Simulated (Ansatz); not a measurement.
This NbIn₄P₃ structure is the end of a relaxation. The cell was found from a structure generator's guess, not taken from experiment.

Theory: DFT PBE, scalar-relativistic, plane waves, PAW in Ansatz. Cutoff 420 eV, Γ-centred mesh, Gaussian smearing, no spin polarisation.

```cif
data_structure
_symmetry_space_group_name_H-M 'P 1'
_symmetry_Int_Tables_number 1
_cell_length_a 14.0460
_cell_length_b 14.0460
_cell_length_c 14.0460
_cell_angle_alpha 15.713
_cell_angle_beta 15.713
_cell_angle_gamma 15.713
_cell_volume 177.11
loop_
_atom_site_label
_atom_site_type_symbol
_atom_site_fract_x
_atom_site_fract_y
_atom_site_fract_z
_atom_site_occupancy
Nb1 Nb 0.00000 0.00000 0.00000 1
In1 In 0.20414 0.20414 0.20414 1
In2 In 0.79586 0.79586 0.79586 1
In3 In 0.92518 0.92518 0.92518 1
In4 In 0.07482 0.07482 0.07482 1
P1 P 0.63375 0.63375 0.63375 1
P2 P 0.36625 0.36625 0.36625 1
P3 P 0.50000 0.50000 0.50000 1
```

Formation energies are uncorrected and refer to the elements' standard structures at the same level. The references include black phosphorus.

(1) Find its symmetry and describe it.

(2) How far does it lie from the elements in energy?

(3) Is it a metal?

Answers

(1) R-3m (No. 166). Conventional cell: a = 3.840 Å, c = 41.610 Å. Nb is surrounded by 6 P at 2.61 Å and 2 In at 3.11 Å; around In on its first site lie 3 P at 2.71 Å and 3 In at 3.17 Å; around In on its second site lie 3 P at 2.82 Å, 1 Nb at 3.11 Å and 3 In at 3.17 Å; P on a site of symmetry 3m has 3 Nb at 2.61 Å and 3 In at 2.82 Å; 1 more site not described.

(2) −0.15 eV/atom. A negative formation energy is needed for stability but isn't enough: competing phases decide.

(3) Yes, bands cross the Fermi level on the 12×12×12 mesh.

The last run used a 12×12×12 mesh for its 8-atom cell and Gaussian smearing of 0.10 eV. The reference form of P is held partly by dispersion forces, which this level lacks. This cell was reached by moving the atoms of another relaxed cell at random and relaxing again, last within the group found; it had no such test of its own.
